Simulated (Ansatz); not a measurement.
Input and steps of a relaxation of cell and atoms on an ordered 6-atom cell of Ga₃PN₂ on the zincblende lattice (Imm2) (the PAW code Ansatz, r2SCAN). It starts from the PBE minimum.

```yaml
crystal:
  lattice:
    - [-1.7182069228, 5.176629462, 2.4238085912]
    - [1.7182069228, -5.176629462, 2.4238085912]
    - [1.7182069228, 5.176629462, -2.4238085912]
  atoms:
    - { symbol: "N", position: [0.3269104946, -0.0009910656, 0.3279015603] }
    - { symbol: Ga, position: [0.5364753943, 0.7227098068, 0.8137655875] }
    - { symbol: "N", position: [0.6711073741, -0.0009910656, 0.6720984397] }
    - { symbol: Ga, position: [0.9089442194, 0.7227098068, 0.1862344125] }
    - { symbol: P, position: [-0.0033155428, -0.0033155428, 0.0] }
    - { symbol: Ga, position: [0.3098780604, 0.8098780604, 0.5] }
kpoints:
  mp_grid: { grid: [8, 8, 8] }
hamiltonian:
  xc: r2scan
scf:
  occupations: { method: fermi_dirac, width: 0.02 }
relax:
  f_tol: 0.005
  cell: {}
output:
  write_density: true
  write_potential: true
  elf: true
  volumetric_format: npy
```

The trajectory has 5 recorded frames, each with fractional positions and then forces in eV/Å along x, y and z. The last, and any step after a large change of cell, is solved on a basis re-selected at its cell; pressure is positive in compression.

Step 1: energy 0.0 meV/atom from step 1, largest force component 0.079 eV/Å, pressure -4.40 GPa; a = 5.969 Å, b = 5.969 Å, c = 5.969 Å, α = 146.54°, β = 59.71°, γ = 132.08°
```
N  0.3269 0.9990 0.3279     0.000  -0.009  -0.038
Ga 0.5365 0.7227 0.8138     0.000  -0.023   0.022
N  0.6711 0.9990 0.6721     0.000   0.009  -0.038
Ga 0.9089 0.7227 0.1862     0.000   0.023   0.022
P  0.9967 0.9967 0.0000     0.000   0.000   0.079
Ga 0.3099 0.8099 0.5000     0.000   0.000  -0.047
```

Question: Estimate where the relaxation ends.

Answer:
Step 2: energy -6.0 meV/atom from step 1, largest force component 0.035 eV/Å, pressure -1.40 GPa; a = 5.925 Å, b = 5.925 Å, c = 5.925 Å, α = 146.50°, β = 59.66°, γ = 132.16°
```
N  0.3272 0.9993 0.3279     0.000  -0.012  -0.024
Ga 0.5363 0.7225 0.8138     0.000  -0.023  -0.002
N  0.6714 0.9993 0.6721     0.000   0.012  -0.024
Ga 0.9088 0.7225 0.1862     0.000   0.023  -0.002
P  0.9966 0.9966 0.0000     0.000   0.000   0.035
Ga 0.3098 0.8098 0.5000     0.000   0.000   0.016
```

Step 3: energy -6.7 meV/atom from step 1, largest force component 0.012 eV/Å, pressure +0.09 GPa; a = 5.906 Å, b = 5.906 Å, c = 5.906 Å, α = 146.54°, β = 59.64°, γ = 132.16°
```
N  0.3268 0.9990 0.3278     0.000   0.005   0.007
Ga 0.5360 0.7223 0.8137     0.000  -0.006  -0.003
N  0.6712 0.9990 0.6722     0.000  -0.005   0.007
Ga 0.9085 0.7223 0.1863     0.000   0.006  -0.003
P  0.9969 0.9969 0.0000     0.000   0.000  -0.012
Ga 0.3106 0.8106 0.5000     0.000   0.000   0.002
```

Step 4: energy -6.7 meV/atom from step 1, largest force component 0.003 eV/Å, pressure 0.00 GPa; a = 5.906 Å, b = 5.906 Å, c = 5.906 Å, α = 146.52°, β = 59.64°, γ = 132.17°
```
N  0.3270 0.9992 0.3278     0.000  -0.002  -0.003
Ga 0.5359 0.7223 0.8136     0.000   0.000   0.000
N  0.6713 0.9992 0.6722     0.000   0.002  -0.003
Ga 0.9086 0.7223 0.1864     0.000   0.000   0.000
P  0.9967 0.9967 0.0000     0.000   0.000   0.003
Ga 0.3105 0.8105 0.5000     0.000   0.000   0.001
```

Step 5: energy -6.5 meV/atom from step 1, largest force component 0.004 eV/Å, pressure 0.00 GPa; a = 5.906 Å, b = 5.906 Å, c = 5.906 Å, α = 146.52°, β = 59.64°, γ = 132.17°
```
N  0.3270 0.9992 0.3278     0.000  -0.002  -0.003
Ga 0.5359 0.7223 0.8136     0.000   0.000   0.000
N  0.6713 0.9992 0.6722     0.000   0.002  -0.003
Ga 0.9086 0.7223 0.1864     0.000   0.000   0.000
P  0.9967 0.9967 0.0000     0.000   0.000   0.004
Ga 0.3105 0.8105 0.5000     0.000   0.000   0.001
```

In 4 steps the volume changed by -3.2 %; between the first SCF and the last, each on a basis chosen for its cell, the energy fell by 6.5 meV an atom. Final cell: space group Imm2 (No. 44), orthorhombic; a = 3.402 Å, b = 10.249 Å, c = 4.789 Å in the conventional setting, 13.91 Å³ an atom. N is surrounded by 4 Ga at 1.96–2.01 Å; Ga is surrounded by 3 N at 1.96–2.01 Å and 1 P at 2.32 Å; P is surrounded by 4 Ga at 2.27–2.32 Å; Ga is surrounded by 2 N at 1.98 Å and 2 P at 2.27 Å.

Command: `ansatz run input.yaml --threads 4 --pin off --max-ram 6451MiB --backend cpu --events-out ev --progress --plain --runs-dir out`. It took 55 s on 4 threads of Intel(R) Xeon(R) Platinum 8375C CPU @ 2.90GHz (Ice Lake), with other jobs on the host; peak host memory 0.8 GiB.

These are computed values for a spin-unpolarised cell that may be hypothetical; none is a measurement.
